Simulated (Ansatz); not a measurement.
# SrPrI: computed properties

The calculation used DFT PBE, scalar-relativistic, plane waves, PAW, and for the lanthanide a 4f-in-core norm-conserving potential (Ansatz).

Cutoff 660 eV; k points 10×10×8 on the computed 3-atom cell (Γ-centred); Gaussian smearing, width 0.10 eV; no spin polarisation.

The structure is relaxed at this level of theory with its symmetry kept, and needn't be the ground state of this composition.

```
Sr Pr I
1.0
     5.18727    0.00000    0.00000
     0.00000    5.18727    0.00000
     0.00000    0.00000    6.20755
Sr Pr I
1 1 1
Direct
  0.50000 0.50000 0.50000
  0.00000 0.00000 0.50000
  0.00000 0.00000 0.00000
```

| Property | Result |
| --- | --- |
| Space group | P4/mmm (No. 123) |
| Volume per atom | 375.7 bohr³ |
| Kohn–Sham band gap | none (metal) |
| Density of states at the Fermi level | 4.2 states/eV per cell |

Spin-orbit coupling is left out, which matters for the bands of heavy elements.

Another cell of SrPrI relaxed alike, in P4/nmm, lies 0.30 eV/atom lower, so this cell isn't the stable form at this level.

The cell was found from a structure generator's guess, not taken from experiment.

The lanthanide is trivalent by construction, without f bands, f moments or other valences.
